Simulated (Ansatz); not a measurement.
GeSb₂Te₄:
```yaml
crystal:
  lattice:
    - [2.13103, 1.23035, 13.87108]
    - [-2.13103, 1.23035, 13.87108]
    - [0.00000, -2.46070, 13.87108]
  atoms:
    - { symbol: Ge, position: [0.00000, 0.00000, 0.00000] }
    - { symbol: Sb, position: [0.42197, 0.42197, 0.42197] }
    - { symbol: Sb, position: [0.57803, 0.57803, 0.57803] }
    - { symbol: Te, position: [0.12947, 0.12947, 0.12947] }
    - { symbol: Te, position: [0.87053, 0.87053, 0.87053] }
    - { symbol: Te, position: [0.29296, 0.29296, 0.29296] }
    - { symbol: Te, position: [0.70704, 0.70704, 0.70704] }
```

Relaxed with r²SCAN+D4. DFT-r²SCAN+D4 in the program Ansatz with PAW potentials gives a gap of 0.38 eV.

**Question.** What gap does HSE06 give on the same cell (Ansatz, PAW)?

**Answer.** 0.58 eV, 0.20 eV more. The hybrid was solved on a coarser mesh and at special points; its gap is the smallest among all of these.

Cost on shared cores: the r²SCAN+D4 run (SCF on a 8×8×8 mesh, then bands and DOS) very roughly 7 core-minutes, the HSE06 run (SCF on 5×5×5, then a few points) roughly 9 core-minutes; the tasks are unlike.

Space group R-3m. Symmetry was held in the r²SCAN+D4 relaxation. Scalar-relativistic: spin–orbit coupling is off unless named, which matters more the heavier the elements.

Potentials: the later of the program's two PAW sets.
